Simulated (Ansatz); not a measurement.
CaO (rock salt, Fm-3m), plane-wave PAW PBEsol (Ansatz code). The conduction-band minimum lies at X, with 3 equivalent valleys. Second derivatives d²E/dk² of the lowest band at one valley (eV·Å²), along Cartesian directions:

| direction | d²E/dk² |
|---|---|
| [100] | 5.494 |
| [010] | 18.17 |
| [001] | 18.17 |
| [110] | 11.83 |
| [101] | 11.83 |
| [011] | 18.17 |

Q: Find the principal effective masses, the density-of-states mass and the conductivity mass.

A: Off-diagonal terms follow from H_xy = H[110] − (H_xx + H_yy)/2, and m*/mₑ = 7.620 eV·Å² over each eigenvalue: 0.42, 0.42, 1.4. One valley's DOS mass (m₁m₂m₃)^(1/3) = 0.62, conductivity mass 3/(Σ 1/mᵢ) = 0.55 mₑ.

Q: What effective density of states Nc follows at 300 K for parabolic valleys?

A: Nc = 2.509e19 × 3 × (0.62)^(3/2) ≈ 3.7e19 cm⁻³.

The cell was relaxed with PBEsol under the symmetry of its start. The volume moved by -56 % from the start of the relaxation.

Potentials: the earlier of the program's two PAW sets. The files were generated under PBE; for other functionals the program regenerates the frozen cores, and for LDA and PBEsol the local potential too.

Edges and masses are those of Kohn–Sham bands, whose gap is no quasiparticle gap.
